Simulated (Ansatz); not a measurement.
This is a band-structure calculation with Ansatz on Si2GeN4 on the sites of β-Si3N4 (relaxed group Pm); the level of theory is PBE. The cell was relaxed beforehand with r2SCAN.

The input:
```yaml
crystal:
  lattice:
    - [7.7512065623, 0.0, -0.0279376728]
    - [0.0, 2.9618578603, 0.0]
    - [-3.8997904807, 0.0, 6.7261356854]
  atoms:
    - { symbol: Si, position: [0.5917752804, 0.5, 0.8291933394] }
    - { symbol: Si, position: [0.8269360675, 0.0, 0.2290767153] }
    - { symbol: Ge, position: [0.7716603958, 0.0, 0.5984482724] }
    - { symbol: Si, position: [0.2299673716, 0.5, 0.4095671679] }
    - { symbol: Si, position: [0.1770293986, 0.5, 0.7624892086] }
    - { symbol: Ge, position: [0.4007881431, 0.0, 0.1712974256] }
    - { symbol: "N", position: [0.3352811155, 0.5, 0.667005124] }
    - { symbol: "N", position: [0.6722401499, 0.0, 0.3297383124] }
    - { symbol: "N", position: [0.7018089345, 0.5, 0.6834771857] }
    - { symbol: "N", position: [0.6659683128, 0.0, 0.9704566779] }
    - { symbol: "N", position: [0.0417564261, 0.0, 0.6953395188] }
    - { symbol: "N", position: [0.9690001884, 0.5, 0.2959275193] }
    - { symbol: "N", position: [0.2982128484, 0.0, 0.3401274657] }
    - { symbol: "N", position: [0.3175753677, 0.5, 0.0178560667] }
kpoints:
  mp_grid: { grid: [4, 8, 4] }
  band_path:
    path:
      - [0.0, 0.0, 0.0]
      - [1.674917077884e-18, 0.5, -1.674917077884e-18]
      - [0.5, 0.5, -0.5]
      - [0.5, -3.565812357422e-35, -0.5]
      - [0.0, 0.0, 0.0]
      - [0.5, 9.591200286688e-19, -2.621192318293e-17]
      - [0.5, 0.5, -2.621192318293e-17]
      - [1.674917077884e-18, 0.5, -1.674917077884e-18]
      - [-4.635968335452e-17, 0.5, 0.5]
      - [-4.884449169941e-17, 9.591200286688e-19, 0.5]
      - [0.0, 0.0, 0.0]
    npoints: 10
hamiltonian:
  xc: pbe
scf:
  occupations: { method: fermi_dirac, width: 0.02 }
  n_extra_bands: 7
output:
  forces: true
  stress: true
  eigenvalues: true
```

It took 5.3 s on 1 × NVIDIA H100 80GB HBM3 with 2 threads of AMD EPYC 7R13 Processor (Zen 3) (shared host); peak host memory 1.2 GiB.

Output, abridged:
```
Functional definition: PBE
Crystal: 14 atoms, lattice volume = 154.096 Å³
Basis set: ecut = 420 eV, 2995 PW (Γ)
Bands: 49, of which v1, the nominal top of the filled ones, is band 42 counted from 1 (41 counted from 0)
Symmetry: 2 space group operations
Space group: Pm (ITA 6)
k-points: 50 of 128 (time reversal used)
Free energy (F): -14214.930799 eV
Fermi energy:    10.436628 eV
--- Per-component energies (eV) ---
  E_band       = -225.825940
  E_kinetic    = 1479.666613
  E_local      = -7892.713708
  E_nonlocal   = 1309.957813
  E_hartree    = 3314.324832
  E_xc         = -862.661689
  E_vxc        = -941.485412
  E_paw        = -7123.485413
  E_vpaw       = -809.902661
  E_ewald      = -4440.020686
--- Forces (eV/Å), atoms counted from 1 ---
  atom   1  Si    -0.03635      0.00000      0.05608
  atom   2  Si      0.04233      0.00000      0.04672
  atom   3  Ge    -0.05220      0.00000      0.00293
  atom   4  Si      0.02732      0.00000    -0.00662
  atom   5  Si    -0.01798      0.00000    -0.05088
  atom   6  Ge    -0.00292      0.00000    -0.00944
  atom   7  N       0.02328      0.00000    -0.01032
  atom   8  N       0.10869      0.00000    -0.04474
  atom   9  N     -0.13222      0.00000      0.10829
  atom  10  N       0.00293      0.00000      0.02270
  atom  11  N       0.07827      0.00000    -0.00043
  atom  12  N       0.02869      0.00000    -0.00638
  atom  13  N     -0.04214      0.00000      0.05193
  atom  14  N     -0.02769      0.00000    -0.15982
--- Stress (GPa, compression-positive) ---
        5.839935       0.000000      -0.056570
        0.000000       6.182938       0.000000
       -0.056570       0.000000       5.836034
  P = ⅓ Tr σ = 5.9530 GPa (59.530 kbar)
```

Levels along the path, in eV from the valence top (v1 is the last filled band, c1 the first empty one):

| point | distance (1/Å) | v3 | v2 | v1 | c1 | c2 |
| --- | --- | --- | --- | --- | --- | --- |
| Γ | 0.00 | -0.44 | -0.41 | -0.07 | 3.74 | 4.21 |
| · | 0.53 | -1.21 | -1.06 | -0.07 | 5.05 | 5.25 |
| Z | 1.06 | -1.36 | -1.34 | -1.14 | 4.35 | 4.59 |
| · | 1.29 | -1.41 | -1.16 | -1.03 | 4.48 | 4.81 |
| D | 1.53 | -1.33 | -1.07 | -0.97 | 4.47 | 4.88 |
| · | 2.06 | -1.20 | -0.94 | -0.49 | 4.86 | 5.27 |
| B | 2.59 | -0.64 | -0.35 | -0.08 | 4.15 | 4.50 |
| · | 2.82 | -0.52 | -0.39 | -0.07 | 4.04 | 4.39 |
| Γ | 3.05 | -0.44 | -0.41 | -0.07 | 3.74 | 4.21 |
| · | 3.29 | -0.53 | -0.40 | -0.07 | 4.02 | 4.26 |
| A | 3.52 | -0.68 | -0.36 | -0.08 | 4.03 | 4.54 |
| · | 4.05 | -1.15 | -0.84 | -0.56 | 4.62 | 5.15 |
| E | 4.58 | -1.34 | -1.02 | -0.86 | 4.14 | 4.65 |
| · | 4.82 | -1.35 | -1.14 | -0.98 | 4.27 | 4.68 |
| Z | 5.05 | -1.36 | -1.34 | -1.14 | 4.35 | 4.59 |
| · | 5.29 | -1.39 | -1.13 | -0.98 | 4.35 | 4.74 |
| C₂ | 5.52 | -1.32 | -1.04 | -0.89 | 4.16 | 4.76 |
| · | 6.05 | -1.17 | -0.86 | -0.55 | 4.77 | 5.25 |
| Y₂ | 6.58 | -0.63 | -0.35 | -0.07 | 4.29 | 4.56 |
| · | 6.82 | -0.50 | -0.40 | -0.07 | 4.10 | 4.37 |
| Γ | 7.05 | -0.44 | -0.41 | -0.07 | 3.74 | 4.21 |

PBE gives an indirect gap of 3.74 eV, from Γ–Z (0.30 of the way from Γ) to Γ; the least direct gap is 3.80 eV at Γ. The gap is the least over the mesh and the extra points. The mean pressure at these positions is +5.95 GPa, compression counted positive. The largest force is 0.17 eV/Å.

Spin-unpolarised throughout. Whether this structure exists isn't addressed.

The runs are scalar-relativistic, without spin-orbit coupling.
